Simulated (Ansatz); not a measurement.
A relaxed structure of VSi₂. Space group P6₂22 (No. 180), AFLOW prototype AB2_hP9_180_d_j (C40, as in CrSi2). These are PBEsol (plane waves to 420 eV, PAW, scalar-relativistic; Ansatz, an electronic-structure program) values and carry that method's errors.

```cif
data_Si6V3
_chemical_formula_sum 'V3 Si6'
_space_group_name_H-M_alt 'P6222'
_space_group_IT_number 180
_space_group_name_Hall 'P 62 2 (0 0 4)'
_cell_length_a 4.52315
_cell_length_b 4.52315
_cell_length_c 6.32002
_cell_angle_alpha 90.000
_cell_angle_beta 90.000
_cell_angle_gamma 120.000
loop_
_atom_site_label
_atom_site_type_symbol
_atom_site_symmetry_multiplicity
_atom_site_Wyckoff_symbol
_atom_site_fract_x
_atom_site_fract_y
_atom_site_fract_z
_atom_site_occupancy
V1 V 3 c 0.50000 0.00000 0.00000 1
Si1 Si 6 i 0.16321 0.32642 0.00000 1
```

Volume per atom: 12.44 Å³
Density: 4.77 g/cm³
Band gap: no gap (metallic)
Magnetic moment: zero (the starting moments vanished)
Shortest distances: Si–Si 2.46 Å; Si–V 2.49 Å; V–V 3.09 Å
k-mesh: 12×12×8

Band energies at high-symmetry points (eV from the Fermi level; labels of this space group; no spin-orbit coupling), from −5 eV up to 2.4 eV:

```tsv
point	energies
Γ	-3.75 -3.51 -3.51 -3.21 -2.21 -2.19 -2.19 -2.17 -2.17 -1.88 -1.88 -1.76 0.35 2.17
M	-3.91 -3.71 -3.65 -3.62 -2.19 -1.71 -1.64 -1.43 -0.73 -0.61 -0.13 0.06 0.42 1.06 1.44 1.52 2.33
K	-3.05 -2.35 -2.35 -1.53 -1.41 -1.41 -1.36 -1.36 -1.20 0.15 0.15 0.30 1.40 1.59 1.59 2.34
A	-4.40 -4.40 -4.37 -4.26 -4.26 -2.11 -2.10 -1.99 -1.99 -1.91 -1.91 -1.66 0.55 0.55 2.17
L	-4.73 -3.54 -3.24 -2.90 -1.73 -1.73 -1.64 -1.47 -1.44 -1.29 -0.48 -0.05 0.85 1.31 1.78 1.84 2.10 2.15
H	-4.87 -4.35 -4.35 -3.61 -2.72 -2.72 -2.17 -2.17 -2.10 -2.02 -0.46 -0.46 -0.10 -0.10 0.54 1.35 1.87 1.87 2.26 2.34 2.34
```

No spin polarisation in the result: the starting moments vanished. The relaxed primitive cell holds an odd number of electrons. A magnetic state may lie lower.

The run could not lose the symmetry of its start; a randomly shaken copy of 9 atoms returns to this structure.

The first start was generated by placing the elements on the sites of a structure type. Materials Project lists a structure of VSi2 in the same space group, P6₂22 (No. 180); the sites were not compared with it, nor with measured phases.
